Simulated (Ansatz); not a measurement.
# Is this Hf₂SnSe₆ structure stable?

The cell was found from a structure generator's guess, not taken from experiment.

Theory: Ansatz, DFT PBE, scalar-relativistic, plane waves, PAW. The final run on the 9-atom cell used 420 eV, a Γ-centred 6×6×6 mesh, 0.01 eV smearing and no spin polarisation.

```
Hf Sn Se
1.0
     6.61052    0.00000    0.00000
    -3.30526    5.72488    0.00000
     0.00000    0.00000    7.20510
Hf Sn Se
2 1 6
Cartesian
  3.3053 1.9083 0.0000
  0.0000 3.8166 0.0000
  0.0000 0.0000 0.0000
  2.1829 3.7809 1.5869
  2.2447 0.0000 1.5869
  -1.1224 1.9440 1.5869
  -2.1829 3.7809 5.6182
  4.3658 0.0000 5.6182
  1.1224 1.9440 5.6182
```

Formation energies are uncorrected and refer to the elements' standard structures at the same level. The references include grey tin.

Problem. These tests were run: energy against the elements; phonons at Γ. What do they show?

Solution.

```json
{"test": "energy against the elements", "result": "−0.958 eV/atom"}
{"test": "phonons at Γ", "result": "lowest optical mode 37 cm⁻¹"}
```

It fails none of these tests. Whether a mixture of other phases lies lower isn't tested here. Phonons away from Γ weren't computed.

Weakly bound directions are ill-defined at this level, which has no dispersion term. Spin–orbit coupling, which can matter for Hf, is left out. The reference form of Se is held partly by dispersion forces, which this level lacks. The run for the phonons used a 6×6×6 k mesh.
